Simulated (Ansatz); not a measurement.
Eigenvalues along a path: ZrS

```
CELL_PARAMETERS angstrom
0.00000 2.21401 2.21401
2.21401 0.00000 2.21401
2.21401 2.21401 0.00000
ATOMIC_POSITIONS crystal
Zr 0.00000 0.00000 0.00000
S 0.50000 0.50000 0.50000
```

The base volume is that of a database entry, with shape and atoms relaxed on PAW files at held volume, so it needn't be at zero pressure; the structure needn't be the stable phase, at rest or compressed.

Level of theory: DFT with PBEsol, scalar-relativistic, in Ansatz 0.2.0; a Γ-centred 9×9×9 k mesh, Fermi–Dirac smearing of 0.03 eV, no spin polarisation. LAPW: all electrons, basis error target 1 meV/atom.

This run: volume at 0.6 of the series' base cell.

Path points, in fractions of the reciprocal vectors: Γ (0.000, 0.000, 0.000), X (0.500, 0.000, 0.500), U (0.625, 0.250, 0.625), K (0.375, 0.375, 0.750), L (0.500, 0.500, 0.500), W (0.500, 0.250, 0.750). The distance column jumps between branches of the path. Levels in eV from the Fermi level; bands 18 to 25, counted from the lowest band of the run. The gap is zero, the pressure 184.4 GPa.

```
# k(1/Å) point b18 b19 b20 b21 b22 b23 b24 b25
0.000 Γ -17.55 -2.81 -2.81 -2.81 -2.73 -2.73 -2.73 -1.32
0.236 - -17.19 -4.99 -3.71 -3.71 -3.12 -1.34 -1.34 -1.20
0.473 - -16.37 -7.17 -4.17 -4.17 -4.00 -0.85 0.54 0.54
0.709 - -15.85 -8.13 -4.93 -4.22 -4.22 -0.32 2.70 2.70
0.946 - -16.12 -7.48 -5.70 -3.98 -3.98 0.27 4.57 4.57
1.182 - -16.68 -6.19 -6.08 -3.64 -3.64 0.76 5.15 5.15
1.419 X -16.93 -6.35 -5.33 -3.48 -3.48 0.95 5.08 5.08
1.503 - -16.89 -6.36 -5.35 -3.63 -3.48 1.15 5.03 5.07
1.586 - -16.78 -6.40 -5.40 -4.00 -3.46 1.67 4.88 5.03
1.670 - -16.59 -6.50 -5.48 -4.48 -3.36 2.41 4.64 4.95
1.753 - -16.35 -6.70 -5.58 -5.00 -3.12 3.29 4.31 4.83
1.837 - -16.05 -7.00 -5.70 -5.50 -2.73 3.90 4.26 4.65
1.921 U -15.73 -7.38 -5.98 -5.82 -2.17 3.44 4.39 5.30
2.790 K -15.73 -7.38 -5.98 -5.82 -2.17 3.44 4.39 5.30
3.040 - -14.76 -8.59 -7.06 -6.14 0.28 1.89 3.26 4.68
3.291 - -14.33 -9.14 -7.50 -6.23 0.35 1.92 2.90 3.85
3.542 - -14.96 -8.32 -7.22 -5.92 -0.95 0.63 1.45 3.08
3.793 - -16.11 -6.60 -6.20 -5.16 -1.93 -0.51 -0.42 1.29
4.044 - -17.14 -4.57 -4.52 -4.04 -2.53 -1.82 -1.59 -0.24
4.295 Γ -17.55 -2.81 -2.81 -2.81 -2.73 -2.73 -2.73 -1.32
4.499 - -17.27 -4.13 -4.02 -4.02 -2.38 -2.38 -1.80 0.02
4.704 - -16.52 -5.67 -5.38 -5.38 -1.73 -1.73 -1.16 2.16
4.909 - -15.50 -7.20 -6.49 -6.49 -0.67 -0.67 -0.54 4.56
5.114 - -14.40 -8.61 -7.30 -7.30 0.34 0.72 0.72 7.09
5.319 - -13.38 -9.78 -7.79 -7.79 1.55 2.29 2.29 5.94
5.523 L -12.87 -10.34 -7.96 -7.96 2.53 3.23 3.23 4.61
5.691 - -13.14 -10.15 -7.85 -7.71 1.82 3.05 4.09 4.20
5.858 - -13.76 -9.65 -7.55 -7.18 1.08 2.24 4.04 5.31
6.025 - -14.45 -8.97 -7.06 -6.66 0.62 1.27 4.26 6.46
6.192 - -15.04 -8.29 -6.53 -6.32 0.46 0.61 4.56 6.01
6.360 - -15.42 -7.75 -6.20 -6.16 0.45 0.48 4.49 5.14
6.527 W -15.55 -7.53 -6.12 -6.12 0.52 0.52 4.06 5.14
6.645 - -15.66 -7.30 -6.25 -5.95 -0.55 1.65 3.91 5.14
6.763 - -15.95 -6.68 -6.34 -5.78 -1.51 2.77 3.49 5.12
6.882 - -16.31 -6.38 -5.79 -5.61 -2.32 2.86 3.77 5.11
7.000 - -16.63 -6.38 -5.46 -4.79 -2.94 2.08 4.52 5.09
7.118 - -16.85 -6.36 -5.37 -3.89 -3.34 1.31 4.95 5.08
7.236 X -16.93 -6.35 -5.33 -3.48 -3.48 0.95 5.08 5.08
```
